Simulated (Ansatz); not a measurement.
BAs (zinc blende)

```cif
data_As4B4
_chemical_formula_sum 'As4 B4'
_space_group_name_H-M_alt 'F-43m'
_space_group_IT_number 216
_space_group_name_Hall 'F -4 2 3'
_cell_length_a 4.76772
_cell_length_b 4.76772
_cell_length_c 4.76772
_cell_angle_alpha 90.000
_cell_angle_beta 90.000
_cell_angle_gamma 90.000
loop_
_atom_site_label
_atom_site_type_symbol
_atom_site_symmetry_multiplicity
_atom_site_Wyckoff_symbol
_atom_site_fract_x
_atom_site_fract_y
_atom_site_fract_z
_atom_site_occupancy
As1 As 4 c 0.25000 0.25000 0.25000 1
B1 B 4 a 0.00000 0.00000 0.00000 1
```
(The calculation used a cell of 2 atoms; values per cell refer to that cell.)

This relaxed cell (volume V₀) is scaled evenly in all directions, its shape held. Symmetry pins the atoms to their sites.

All values below come from PBEsol (plane waves to 420 eV, PAW, scalar-relativistic; Ansatz, a program for electronic structure). k mesh 12×12×12 (Γ-centred), Fermi-Dirac smearing 0.05 eV. The energy includes the smearing's −TS. Compression counts positive. BAs was relaxed with its symmetry unable to fall. The PAW data are Ansatz's earlier set. ΔE is measured from the relaxed starting cell.

```json
[
 {"V/V₀": "0.840", "ΔE (meV/atom)": "203.2", "P (GPa)": "___"},
 {"V/V₀": "0.872", "ΔE (meV/atom)": "122.3", "P (GPa)": "25.3"},
 {"V/V₀": "0.904", "ΔE (meV/atom)": "64.8", "P (GPa)": "17.4"},
 {"V/V₀": "0.936", "ΔE (meV/atom)": "27.2", "P (GPa)": "___"},
 {"V/V₀": "0.968", "ΔE (meV/atom)": "___", "P (GPa)": "4.9"},
 {"V/V₀": "1.000", "ΔE (meV/atom)": "0.0", "P (GPa)": "0.0"},
 {"V/V₀": "1.032", "ΔE (meV/atom)": "5.8", "P (GPa)": "-4.1"},
 {"V/V₀": "1.064", "ΔE (meV/atom)": "21.9", "P (GPa)": "-7.7"},
 {"V/V₀": "1.096", "ΔE (meV/atom)": "46.7", "P (GPa)": "___"},
 {"V/V₀": "1.128", "ΔE (meV/atom)": "79.1", "P (GPa)": "-13.2"},
 {"V/V₀": "1.160", "ΔE (meV/atom)": "___", "P (GPa)": "-15.3"}
]
```

Q: Complete the blanks.

A: 
- 0.840, P (GPa): 34.7
- 0.936, P (GPa): 10.6
- 0.968, ΔE (meV/atom): 6.4
- 1.096, P (GPa): -10.6
- 1.160, ΔE (meV/atom): 117.7

(A scan under strain: stresses follow from slopes of the energy per volume, elastic moduli from its curvatures.)
